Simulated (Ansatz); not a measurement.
ZrC

```
Zr C
1.0
     0.00000    2.35021    2.35021
     2.35021    0.00000    2.35021
     2.35021    2.35021    0.00000
Zr C
1 1
Direct
  0.50000 0.50000 0.50000
  0.00000 0.00000 0.00000
```

Atom numbers follow the list: Zr1, C2.

Conventional cell: a = 4.700 Å, b = 4.700 Å, c = 4.700 Å, α = 90.00°, β = 90.00°, γ = 90.00°. Zr (atom 1) has 6 C at 2.35 Å as nearest neighbours. C (atom 2) is surrounded by 6 Zr at 2.35 Å.

The geometry is COD entry 1562921, unchecked; take it as a test cell.

All numbers are computed: DFT, PBEsol, all-electron LAPW, scalar-relativistic (Ansatz 0.2.0); DFT, PBEsol, PAW with Ansatz's default frozen-core files, scalar-relativistic (Ansatz 0.2.0).

For LAPW: a Γ-centred 15×15×15 k mesh, Fermi–Dirac smearing of 0.05 eV, basis error target 0.5 meV/atom, no spin polarisation. PAW takes a cutoff of 420 eV at this cell (files made with PBE, cores remade for this functional). The Ansatz runs share mesh, smearing and spin set-up. Values come from LAPW unless marked.

| Property | Result |
| --- | --- |
| Pressure at this cell | -4.53 GPa |
| Band gap | none: bands cross the Fermi level, a metal |
| Density of states at the Fermi level (0.2 eV bin) | 0.23 states/eV per cell |
| Löwdin charges (with 0.04 e of the cell spilling out of the atomic basis, so their sizes and signs hang on that basis) | Zr1 0.76, C2 -0.72 e |
| Bader charges (from the PAW run) | Zr1 +1.86, C2 -1.86 e |
| Volume per atom | 12.98 Å³ |
